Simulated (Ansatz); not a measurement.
Bi2Te3:
```xyz
5
Lattice="4.4079 0.0000 0.0000 -2.2040 3.8174 0.0000 0.0000 0.0000 11.0138" Properties=species:S:1:pos:R:3 pbc="T T T"
Bi     0.0000     2.5449     2.0570
Bi     2.2040     1.2725     8.9567
Te     0.0000     0.0000     0.0000
Te     0.0000     2.5449     7.2454
Te     2.2040     1.2725     3.7684
```

Plane-wave PAW r²SCAN (Ansatz code) gives a gap of 1.01 eV without spin–orbit coupling, maximum off the standard path, at k = (0.000, 0.130, 0.383), minimum at Γ.

Question: What happens when spin–orbit coupling is switched on?

Answer: The gap drops by 0.94 eV, to 0.07 eV; maximum at Γ, minimum at Γ.

Space group P-3m1 (La2O3 or Ni2Al3 type). A made-up cell: these elements were put on the sites of a structure type; neither database checked (COD, Materials Project) lists it. It is not the phase usual at ambient conditions (space group No. 166). The cell was relaxed with r²SCAN under the symmetry of its start; whether a distortion lowers the energy is not shown.

Potentials: the later of the program's two PAW sets.
